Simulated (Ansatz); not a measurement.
Input and command of a plane-wave DFT calculation in Ansatz:

```yaml
crystal:
  lattice:
    - [2.1293141421, -2.1293141421, -4.5452890665]
    - [2.1293141421, -2.1293141421, 4.5452890665]
    - [-4.2586282843, -4.2586282843, 0.0]
  atoms:
    - { symbol: Ga, position: [0.0, 0.5, 0.25] }
    - { symbol: Ga, position: [0.5, 0.0, 0.75] }
    - { symbol: Ga, position: [0.5, 0.0, 0.25] }
    - { symbol: Ga, position: [1.0, 0.5, 0.75] }
    - { symbol: Ga, position: [0.5, 0.5, 0.0] }
    - { symbol: Ga, position: [0.0, 0.0, 0.5] }
    - { symbol: Sb, position: [0.0, 0.0, 0.0] }
    - { symbol: Sb, position: [0.5, 0.5, 0.5] }
basis:
  ecutwfc: 420
kpoints:
  mp_grid: { grid: [8, 8, 6] }
hamiltonian:
  xc: pbesol
scf:
  occupations: { method: gaussian, width: 0.15 }
output:
  forces: true
  stress: true
  eigenvalues: true
```

```bash
ansatz run input.yaml --threads 2 --pin off --max-ram 5120MiB --backend cpu --events-out ev --progress --plain --runs-dir out
```

Processor: Intel(R) Xeon(R) Processor @ 2.50GHz (Skylake/Cascade Lake), 2 threads, on a host shared with other jobs.

Problem. Estimate time, memory and problem size.

Solution. About 61 s on 2 threads of Intel(R) Xeon(R) Processor @ 2.50GHz (Skylake/Cascade Lake), with other jobs on the host, peak memory 0.91 GiB. It solves 65 bands at 84 k points (the mesh reduced by symmetry) with about 3225 plane waves, in 9 SCF iterations.
